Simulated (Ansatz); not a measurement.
## Sb: from a starting cell to a relaxed one

The start is a generated trial cell of Sb in the AFLOW prototype A_oP8_62_2c (A_c). The cell and all atomic positions are relaxed at zero pressure with r2SCAN (plane waves to 500 eV, PAW, scalar-relativistic; Ansatz, a program for electronic structure). The first steps use a coarse 4×6×6 k-mesh.

Input geometry:
```
Sb
1.0
    7.78340     0.00000     0.00000
    0.00000     5.51718     0.00000
    0.00000     0.00000     5.70876
Sb
8
Cartesian
  3.61150   1.37930   1.66696
  7.50320   1.37930   1.18742
  4.17190   4.13789   4.04180
  0.28020   4.13789   4.52134
  1.40879   1.37930   3.75636
  5.30049   1.37930   4.80678
  6.37460   4.13789   1.95240
  2.48290   4.13789   0.90198
```

### Question
What is the largest force in the starting geometry, and on which atom (counted from 1)?

### Answer
0.32 eV/Å, on Sb5, Sb6, Sb7, Sb8 (atoms numbered as listed).

### Question
Does the structure survive the relaxation? Give the final space group.

### Answer
The space group goes from Pnma (No. 62) to Pm-3m (No. 221); the end is simple cubic type, with 1 atom in the primitive cell.

### Question
How much energy is released per atom?

### Answer
0.26 eV/atom.

### Question
How does the volume per atom move from start to end?

### Answer
-4.2 %, from 30.64 to 29.34 Å³/atom.

### Question
What band gap does the relaxed structure have at this level?

### Answer
No gap (metallic).

### Question
What does it relax into? Give the structure.

### Answer

Space group Pm-3m (No. 221); a = b = c = 3.084 Å, α = β = γ = 90.00°

```tsv
atom	site	symmetry	x	y	z
Sb	1a	m-3m	0.0000	0.0000	0.0000
```

Final values are on a 15×15×15 k-mesh of the relaxed cell. No spin polarisation in the result. The relaxed primitive cell holds an odd number of electrons. A magnetic state may lie lower.

The run could not lose the symmetry of its start: the end is stationary, and may be a saddle point rather than a minimum.

The relaxed structure here is a generated cell of Sb: the first start was made by placing the elements on the sites of a structure type, and the end was not matched to a known phase here, so it may be hypothetical. Known forms of Sb include space group No. 166.
